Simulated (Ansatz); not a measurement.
Space group P-62m (No. 189). a = 6.817 Å, b = 6.817 Å, c = 3.277 Å, α = 90.00°, β = 90.00°, γ = 120.00°
| atom | site | symmetry | x | y | z |
| --- | --- | --- | --- | --- | --- |
| Nb | 3g | m2m | 0.4017 | 0.4017 | 0.5000 |
| Si | 2c | -6.. | 0.6667 | 0.3333 | 0.0000 |
| Si | 1b | -62m | 0.0000 | 0.0000 | 0.5000 |
| Re | 3f | m2m | 0.7410 | 0.7410 | 0.0000 |

Equation of state of this NbReSi structure (not necessarily the ground state), with shape and atoms relaxed at each volume where symmetry leaves them free. It has no gap at any of these volumes. All numbers below come from DFT PBEsol, scalar-relativistic, plane waves, PAW (Ansatz).

Settings: cutoff 420 eV, Γ-centred mesh 6×6×12 on the computed 9-atom cell, Gaussian smearing of 0.10 eV; no spin polarisation.

```json
{"V (Å³/atom)": "12.897", "E − E(largest V) (meV/atom)": "113.03", "P (GPa)": "43.68"}
{"V (Å³/atom)": "13.336", "E − E(largest V) (meV/atom)": "12.65", "P (GPa)": "30.02"}
{"V (Å³/atom)": "13.776", "E − E(largest V) (meV/atom)": "-53.25", "P (GPa)": "18.42"}
{"V (Å³/atom)": "14.216", "E − E(largest V) (meV/atom)": "-89.81", "P (GPa)": "8.49"}
{"V (Å³/atom)": "14.655", "E − E(largest V) (meV/atom)": "-101.14", "P (GPa)": "0.00"}
{"V (Å³/atom)": "15.095", "E − E(largest V) (meV/atom)": "-90.86", "P (GPa)": "-7.25"}
{"V (Å³/atom)": "15.535", "E − E(largest V) (meV/atom)": "-62.18", "P (GPa)": "-13.43"}
{"V (Å³/atom)": "16.121", "E − E(largest V) (meV/atom)": "0.00", "P (GPa)": "-20.25"}
```

Task: Fit a third-order Birch–Murnaghan equation to E(V).

Result: V0 = 14.66 Å³/atom, B0 = 261 GPa, B0' = 4.2.

Spin-orbit coupling is left out, which matters for the bands of heavy elements.